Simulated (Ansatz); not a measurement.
Zr3Ag (Cu3Au type, space group No. 221), r²SCAN (plane waves, PAW; program Ansatz), all energies at zero smearing, with the estimated change up to a 700 eV cutoff added, with one set of potentials and settings (totals compare only within such a set). Cell of 4 atoms (1 Ag, 3 Zr): -20188.801 eV.

```tsv
element	reference phase	E (eV/atom)
Ag	R-3m, 3 atoms in the cell	-7603.9440
Zr	P6_3/mmc, 2 atoms in the cell	-4195.0260
```

Formation energy per atom, worked out: (-20188.801 − 1×(-7603.9440) − 3×(-4195.0260))/4 = 0.055 eV/atom (5 kJ per mol of atoms), at 0 K, without zero-point energy or fitted corrections.

Space group Pm-3m (Cu3Au type). The workflow started from an entry of the Crystallography Open Database (COD); the relaxed space group is not among those it files for this formula. COD files the formula under space group No. 123, so this cell is another polymorph or a model. Its standing as an ambient phase is unchecked. The r²SCAN relaxation kept the symmetry of its start; whether a distortion lowers the energy is not shown. The run is not spin-polarised. The references are the lowest solids computed at this level, not always the standard phases.

Potentials: the later of the program's two PAW sets.
